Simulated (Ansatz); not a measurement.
AlN:
```
AlN
1.0
    0.00000     2.01888     2.01888
    2.01888     0.00000     2.01888
    2.01888     2.01888     0.00000
Al N
1 1
Cartesian
  0.00000   0.00000   0.00000
  2.01888   2.01888   2.01888
```

Relaxed with r²SCAN.

**Question.** Give the Bader charges and basin volumes of the independent atoms, plane-wave PAW r²SCAN (Ansatz code).

**Answer.** 

```csv
atom,Bader charge (e),Bader volume (Å³)
Al1,+2.54,3.2
N2,-2.54,13.2
```

Space group Fm-3m (rock salt). This is a known high-pressure phase of the composition, computed here at zero pressure and temperature. Symmetry was held in the r²SCAN relaxation; whether a distortion lowers the energy is not shown. The volume moved by -16 % from the start of the relaxation.

Potentials: the later of the program's two PAW sets.
